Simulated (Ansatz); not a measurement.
**NbAs: stiffness from a series of strains**

```yaml
crystal:
  lattice:
    - [-1.72585, 1.72585, 5.84000]
    - [1.72585, -1.72585, 5.84000]
    - [1.72585, 1.72585, -5.84000]
  atoms:
    - { symbol: Nb, position: [0.75000, 0.75000, 0.00000] }
    - { symbol: Nb, position: [0.50000, 0.00000, 0.50000] }
    - { symbol: As, position: [0.16600, 0.16600, 0.00000] }
    - { symbol: As, position: [0.91600, 0.41600, 0.50000] }
```

Atom numbers follow the list: Nb1, Nb2, As3, As4.

The geometry is COD entry 1537320, unchecked; take it as a test cell.

Method: Ansatz 0.2.0, DFT, LDA, all-electron LAPW, scalar-relativistic.

The runs use a Γ-centred 15×15×15 k mesh, Fermi–Dirac smearing of 0.08 eV, basis error target 0.5 meV/atom, no spin polarisation.

The strain is applied along the Cartesian axes of the cell as listed (the other components stay zero). Fractional coordinates are held (clamped ions).

σ is the change of stress from the unstrained cell, which is at -5.54 GPa; tension is positive, so slopes are stress–strain coefficients at that pressure. In a metal the k mesh adds noise.

Only quantities that a quadratic follows smoothly over the whole series are listed; rougher ones are left out.

```
    εzz  σzz (GPa)  σxx (GPa)
-0.0200      -5.32      -2.13
-0.0100      -2.57      -1.03
 0.0000       0.00       0.00
 0.0200       4.63       1.88
```

Problem. Fit the series and read off the stiffness at zero strain.

Solution. Least-squares fits y = p0 + p1 x + p2 x² to the rows give σzz (GPa): p1 = 249, p2 = -870; σxx (GPa): p1 = 100, p2 = -320. So C33 = 249 GPa and C13 = 100 GPa, for these axes.

Problem. One run, at εzz = 0.0100, is withheld. Predict its row.

Solution. The fits give 2.40, 0.97; the run gave 2.40, 0.97.
